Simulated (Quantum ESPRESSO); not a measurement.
AlAs is modelled in the cubic space group F-43m (No. 216), the zinc blende structure, Pearson symbol cF8. Cell: a = b = c = 5.6749 Å, α = β = γ = 90.00°. Al on 4a is coordinated by 4 As at 2.457 Å (tetrahedral). As on 4d is surrounded by 4 Al at 2.457 Å (tetrahedral). (Neighbours: up to the widest gap in distance over summed covalent radii, below 1.35, at either atom.)
(The calculation used a cell of 2 atoms; values per cell refer to that cell.)

Cell and atoms were relaxed with PBEsol from Materials Project entry mp-2172, within its symmetry.

Task: What does PBEsol (Quantum ESPRESSO, PseudoDojo norm-conserving, 84 Ry, with spin-orbit coupling) give for the electronic structure near the Fermi level?

Result: The PBEsol gap is indirect, 1.24 eV, from Γ to X; the smallest direct gap is 1.80 eV.
